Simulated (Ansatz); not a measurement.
Given:

CsSnI₃:
```yaml
crystal:
  lattice:
    - [10.60746, 0.00000, 0.00000]
    - [0.00000, 4.77404, 0.00000]
    - [0.00000, 0.00000, 17.94737]
  atoms:
    - { symbol: Cs, position: [0.91577, 0.75000, 0.66952] }
    - { symbol: Cs, position: [0.58423, 0.25000, 0.16952] }
    - { symbol: Cs, position: [0.41577, 0.75000, 0.83048] }
    - { symbol: Cs, position: [0.08423, 0.25000, 0.33048] }
    - { symbol: I, position: [0.52755, 0.75000, 0.61594] }
    - { symbol: I, position: [0.97245, 0.25000, 0.11594] }
    - { symbol: I, position: [0.02755, 0.75000, 0.88406] }
    - { symbol: I, position: [0.47245, 0.25000, 0.38406] }
    - { symbol: I, position: [0.16711, 0.75000, 0.50106] }
    - { symbol: I, position: [0.33289, 0.25000, 0.00106] }
    - { symbol: I, position: [0.66711, 0.75000, 0.99894] }
    - { symbol: I, position: [0.83289, 0.25000, 0.49894] }
    - { symbol: I, position: [0.20604, 0.25000, 0.70801] }
    - { symbol: I, position: [0.29396, 0.75000, 0.20801] }
    - { symbol: I, position: [0.70604, 0.25000, 0.79199] }
    - { symbol: I, position: [0.79396, 0.75000, 0.29199] }
    - { symbol: Sn, position: [0.34248, 0.25000, 0.56193] }
    - { symbol: Sn, position: [0.15752, 0.75000, 0.06193] }
    - { symbol: Sn, position: [0.84248, 0.25000, 0.93807] }
    - { symbol: Sn, position: [0.65752, 0.75000, 0.43807] }
```

This is the r²SCAN-relaxed structure. Cartesian axes are those of the cell as given.

Q: All from the program Ansatz at the r²SCAN level (PAW), unless another level is named. Predict the bulk modulus (Birch–Murnaghan fit).

A: 12.5 GPa.

Q: Next, the elastic constants (relaxed ions, GPa)?

A: C11 = 16.1, C22 = 22.9, C33 = 22.0, C12 = 10.1, C13 = 9.9, C23 = 8.7, C44 = 7.4, C55 = 6.4, C66 = 9.2.

Space group Pnma. Symmetry was held in the r²SCAN relaxation. Spin–orbit coupling is left out wherever it is not named.

Potentials: the later of the program's two PAW sets.
